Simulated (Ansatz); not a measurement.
Relaxing a structure of VSb

The start is a relaxed VSb cell, doubled along one cell vector, shaken by Gaussian noise of σ = 0.08 Å a coordinate. A full variable-cell relaxation at zero pressure is run with PBEsol (plane waves to 420 eV, PAW, scalar-relativistic; Ansatz, a quantum-chemistry and plane-wave program). The first steps use a coarse 8×4×6 k-mesh.

The start:
```
VSb
1.0
    4.50679     0.00000     0.00000
   -4.50679     7.80598     0.00000
    0.00000     0.00000     5.77917
Sb V
4 4
Cartesian
 -0.00029   0.00929   0.03944
 -2.37253   3.94460   0.02746
 -0.02947   0.08643   2.89982
 -2.16310   3.99512   2.90163
  0.01895   2.54173   2.93155
 -2.24557   6.47189   2.94999
  2.20783   1.37616   2.92355
  0.02381   5.24490   2.91945
```

```json
{
  "largest_initial_force": "1.92 eV/Å, on V5 (atoms numbered as listed)",
  "volume_change": "-13.0 %, from 25.41 to 22.10 Å³/atom",
  "relative_to_the_parent": "It does not go back: it reaches P6/mmm (No. 191), 0.88 eV/atom below the parent",
  "band_gap_at_the_end": "no gap (metallic)",
  "optimiser_moves": "16"
}
```

It ends as:

Space group P6/mmm (No. 191); a = b = 4.134 Å, c = 5.972 Å, α = β = 90.00°, γ = 120.00°

```tsv
atom	site	symmetry	x	y	z
Sb	2e	6mm	0.0000	0.0000	0.2416
V	2d	-6m2	0.3333	0.6667	0.5000
```

Final values are on a 13×13×8 k-mesh of the relaxed cell. No spin polarisation in the result.

The relaxed structure here is a generated cell of VSb: the first start was made by a random draw of sites in a space group, and the end was not matched to a known phase here, so it may be hypothetical.
